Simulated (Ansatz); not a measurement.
# Computed properties of K$_{2}$PdC$_{2}$

K₂PdC₂:
```xyz
5
Lattice="5.1137 0.0000 0.0000 -2.5568 4.4286 0.0000 0.0000 0.0000 5.2599" Properties=species:S:1:pos:R:3 pbc="T T T"
K      2.5568     1.4762     3.7736
K      0.0000     2.9524     1.4863
Pd     0.0000     0.0000     0.0000
C      0.0000     0.0000     3.2610
C      0.0000     0.0000     1.9990
```

Space group P-3m1 (No. 164); conventional cell a = b = 5.114 Å, c = 5.260 Å, α = β = 90.00°, γ = 120.00°.

Method: DFT-r²SCAN in the program Ansatz with PAW potentials. The cell and atoms are relaxed at this level. Other levels are named where they apply.

### Cell and energy

```
Item                                                            Value
-----------------------------------------------------  --------------
Volume per atom                                              23.82 Å³
Density                                                    2.91 g/cm³
Formation energy from the elements (no fitted shifts)  -0.065 eV/atom
```

### Electronic structure

```
Item                                                                                             Value
--------------------------------------------------------------  --------------------------------------
Band gap                                                         1.58 eV (smallest direct gap 1.60 eV)
Valence-band maximum                                                                              at A
Conduction-band minimum                                                    at L (3 equivalent valleys)
Electron effective mass                                         0.21, 0.56, 0.93 mₑ (principal values)
Electron effective mass with spin–orbit coupling                0.21, 0.56, 0.93 mₑ (principal values)
Weight of the conduction-edge state by species (Voronoi cells)                 K 41 %, C 31 %, Pd 27 %
Hole effective mass with spin–orbit coupling                        0.26, 19, 19 mₑ (principal values)
Weight of the valence-edge state by species (Voronoi cells)                     Pd 61 %, C 36 %, K 2 %
HSE06 gap on the r²SCAN cell                                                                   2.27 eV
Gap with spin–orbit coupling                                                                   1.48 eV
```

### Mechanics

```
Property                              Result
----------------------------------  --------
Bulk modulus (Birch–Murnaghan fit)  28.0 GPa
Pressure derivative B′                   4.7
```

The first step of the workflow began from a Materials Project structure, measured or hypothetical; the Crystallography Open Database copy checked does not list it. Whether it is the stable phase at ambient conditions was not checked. The cell was relaxed with r²SCAN under the symmetry of its start; its stability against distortions is not shown here. No spin polarisation was allowed. The references are the lowest solids computed at this level, not always the standard phases. Scalar-relativistic: spin–orbit coupling is off unless named, which matters more the heavier the elements.

Potentials: the later of the program's two PAW sets.
